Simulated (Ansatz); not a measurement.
Below is a relaxed structure of Ga5As2N3. The cell was found from a structure generator's guess, not taken from experiment.

Theory: DFT PBE, scalar-relativistic, plane waves, PAW (Ansatz 0.2.0). Cutoff 420 eV, Γ-centred mesh, Gaussian smearing, no spin polarisation.

```cif
data_structure
_symmetry_space_group_name_H-M 'P 1'
_symmetry_Int_Tables_number 1
_cell_length_a 12.5994
_cell_length_b 12.5994
_cell_length_c 12.5994
_cell_angle_alpha 163.674
_cell_angle_beta 163.674
_cell_angle_gamma 23.168
_cell_volume 158.02
loop_
_atom_site_label
_atom_site_type_symbol
_atom_site_fract_x
_atom_site_fract_y
_atom_site_fract_z
_atom_site_occupancy
Ga1 Ga 0.62783 0.62783 0.00000 1
Ga2 Ga 0.21004 0.21004 0.00000 1
Ga3 Ga 0.78996 0.78996 0.00000 1
Ga4 Ga 0.37217 0.37217 0.00000 1
Ga5 Ga 0.00000 0.00000 0.00000 1
As1 As 0.93653 0.43653 0.50000 1
As2 As 0.56347 0.06347 0.50000 1
N1 N 0.16992 0.66992 0.50000 1
N2 N 0.75000 0.25000 0.50000 1
N3 N 0.33008 0.83008 0.50000 1
```

Formation energies are uncorrected and refer to the elements' standard structures at the same level (N₂ as a molecule).

**Question.** What space group does it have?

**Answer.** I-4m2 (No. 119), with As and N ordered on zinc blende sites. Conventional cell: a = 3.578 Å, c = 24.686 Å. Around Ga on a site of symmetry 2mm lie 2 N at 2.07 Å and 2 As at 2.39 Å; around Ga on a second site of symmetry 2mm lie 4 N at 2.04 Å; around As lie 4 Ga at 2.38–2.39 Å; N on a site of symmetry 2mm has 4 Ga at 2.04–2.07 Å; 2 more sites not described.

**Question.** How far does it lie from the elements in energy?

**Answer.** −0.15 eV/atom. It lies below the elements, which doesn't yet make it stable against other compounds or structures.

**Question.** Is it a metal?

**Answer.** There is no gap on the 14×14×14 mesh, but valence and conduction bands overlap by only 0.10 eV, so at this level it is a semimetal.

The last run used a 14×14×14 mesh for its 10-atom cell and Gaussian smearing of 0.10 eV. The zero gap may come from the functional, which often closes small gaps. The reference form of As is held partly by dispersion forces, which this level lacks. A later test with randomly moved atoms came back to the same energy, though modes that don't fit the test's cell weren't probed.
